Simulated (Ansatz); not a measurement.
**Profile along the N–Al line in AlN (zinc blende)**

AlN (zinc blende)

```
AlN
1.0
    0.00000     2.20161     2.20161
    2.20161     0.00000     2.20161
    2.20161     2.20161     0.00000
N Al
1 1
Cartesian
  3.30241   3.30241   3.30241
  0.00000   0.00000   0.00000
```

Fields along a shortest N–Al line of a {110} plane (1.91 Å), from N to Al, interpolated on the slice's grid (step about 0.2 Å). These are PBE (plane waves to 420 eV, PAW, scalar-relativistic; Ansatz, a quantum-chemistry and plane-wave program) values and carry that method's errors. k mesh 13×13×13. Inside the PAW spheres the values are not all-electron values, and peaks at nuclei hang on which shells count as valence. AlN was relaxed with its symmetry unable to fall.

```tsv
distance from N (Å)	valence electron density (e/Å³)	electron localisation function	density of the highest valence band (e/Å³)	density of the lowest conduction band (e/Å³)
0.00	3.53	x	0.002	0.341
0.10	3.59	x	0.084	0.356
0.19	3.61	x	0.263	0.381
0.29	3.55	x	0.434	0.381
0.38	3.15	x	0.529	0.356
0.48	2.56	0.76	0.531	0.295
0.57	1.96	0.84	0.477	0.222
0.67	1.47	0.88	0.387	0.153
0.76	1.11	0.89	0.300	0.099
0.86	0.85	0.88	0.232	0.065
0.95	0.67	0.88	0.181	0.045
1.05	0.52	0.86	0.140	0.034
1.15	0.39	0.75	0.104	0.028
1.24	0.28	0.52	0.070	0.023
1.34	0.19	0.24	0.041	0.018
1.43	0.12	0.04	0.019	0.015
1.53	0.09	x	0.007	0.012
1.62	0.07	x	0.002	0.010
1.72	0.06	x	0.001	0.008
1.81	0.06	x	0.001	0.007
1.91	0.06	x	0.001	0.007
```

x: too close to a nucleus for the ELF to mean much. Band densities are of whole bands, smooth part only.

Density on the N–Al line (1.91 Å) at its midpoint: 0.67 e/Å³. ELF at that point: 0.9. ELF maximum in the middle third of the N–Al line: 0.89, 0.8 Å from N.
